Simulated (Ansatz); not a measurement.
C (graphite type, space group P6_3/mmc)

```xyz
4
Lattice="2.4552 0.0000 0.0000 -1.2276 2.1263 0.0000 0.0000 0.0000 6.6705" Properties=species:S:1:pos:R:3 pbc="T T T"
C      0.0000     0.0000     1.6676
C      0.0000     0.0000     5.0029
C      0.0000     1.4175     1.6676
C      1.2276     0.7088     5.0029
```

Grid over V/V₀ and (c/a)/(c/a)₀, subscript 0 meaning the relaxed cell; the conventional c axis lies along z; no internal relaxation.

The numbers are results of r2SCAN+rVV10 (plane waves to 500 eV, PAW, scalar-relativistic; Ansatz, a quantum-chemistry and plane-wave program), not measurements. k mesh 15×15×5 (Γ-centred), Fermi-Dirac smearing 0.05 eV. Energies are smeared free energies. With partly filled bands, the response to shear is sensitive to the k mesh, so small differences along c/a are uncertain. C was relaxed with its symmetry unable to fall. The PAW data are Ansatz's earlier set. The zero of ΔE is the relaxed starting cell.

Estimate the ΔE (meV/atom) for all points of the grid V/V₀ = 0.920, 0.947, 0.973, 1.000, 1.027, 1.053, 1.080 by (c/a)/(c/a)₀ = 0.920, 0.947, 0.973, 1.000, 1.027, 1.053, 1.080.

ΔE (meV/atom), with V/V₀ across and (c/a)/(c/a)₀ down:

```csv
(c/a)/(c/a)₀ \ V/V₀,0.920,0.947,0.973,1.000,1.027,1.053,1.080
0.920,10,15,31,57,93,137,187
0.947,12,4,9,25,51,85,127
0.973,28,8,1,6,22,47,80
1.000,57,24,6,0,5,21,45
1.027,100,54,23,6,1,6,21
1.053,154,95,52,23,7,3,8
1.080,220,147,92,51,24,9,5
```

(Under strain, the slope of the energy per volume gives the stress and its curvature an elastic modulus.)
